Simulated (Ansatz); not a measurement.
Question: Name crystals whose computed values (LDA (plane waves, PAW; program Ansatz)) fall in these windows: highest Γ mode, no LO–TO term (cm⁻¹) 220 to 290; Θ_D (K) 400 to 500; G_Hill (GPa) 100 to 140.

Answer: 

```json
[
 {"crystal": "Rh, hcp (Mg type)", "highest Γ mode, no LO–TO term (cm⁻¹)": "261", "Θ_D (K)": "437", "G_Hill (GPa)": "124"},
 {"crystal": "ZrRh3, Cu3Au type", "highest Γ mode, no LO–TO term (cm⁻¹)": "222", "Θ_D (K)": "459", "G_Hill (GPa)": "130"}
]
```
Others may fit too.

Not the usual ambient phase: Rh, hcp (Mg type). Standing as an ambient phase not checked: ZrRh3, Cu3Au type. All cells were relaxed under the symmetry of their starts (and spin orders); stability against distortions was not tested throughout. Rows with no word on spin ran without spin polarisation. Scalar-relativistic: spin–orbit coupling is off unless named, which matters more the heavier the elements.

Potentials: the later of the program's two PAW sets.
